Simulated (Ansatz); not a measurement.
TeO$_{2}$:
```
CELL_PARAMETERS angstrom
      4.84360     0.00000     0.00000
      0.00000     4.84605     0.00000
      0.00000     0.00000     7.70383
ATOMIC_POSITIONS crystal
  Te 0.72004 0.47011 0.62500
  Te 0.77996 0.52989 0.12500
  Te 0.27996 0.97011 0.87500
  Te 0.22004 0.02989 0.37500
  O  0.11093 0.26185 0.19098
  O  0.38907 0.73815 0.69098
  O  0.88907 0.76185 0.30902
  O  0.61093 0.23815 0.80902
  O  0.98794 0.13871 0.55902
  O  0.51206 0.86129 0.05902
  O  0.01206 0.63871 0.94098
  O  0.48794 0.36129 0.44098
```

Relaxed with r²SCAN. DFT-r²SCAN in the program Ansatz with PAW potentials gives a gap of 3.43 eV.

Problem. What gap does HSE06 give on the same cell (Ansatz, PAW)?

Solution. 4.16 eV, 0.73 eV more. The hybrid was solved on a coarser mesh and at special points; its gap is the smallest among all of these.

Cost on shared cores: the r²SCAN run (SCF on a 6×6×4 mesh, then bands and DOS) about 10 core-minutes (a rough figure), the HSE06 run (SCF on 4×4×2, then a few points) very roughly 8 core-minutes; the tasks are unlike.

Space group P4_12_12. The first step of the workflow began from a Materials Project structure, measured or hypothetical; the Crystallography Open Database files this formula in space group No. 92, but the cells were not matched. Its standing as an ambient phase is unchecked. The r²SCAN relaxation kept the symmetry of its start; whether a distortion lowers the energy is not shown. Spin–orbit coupling is left out wherever it is not named.

Potentials: the later of the program's two PAW sets.
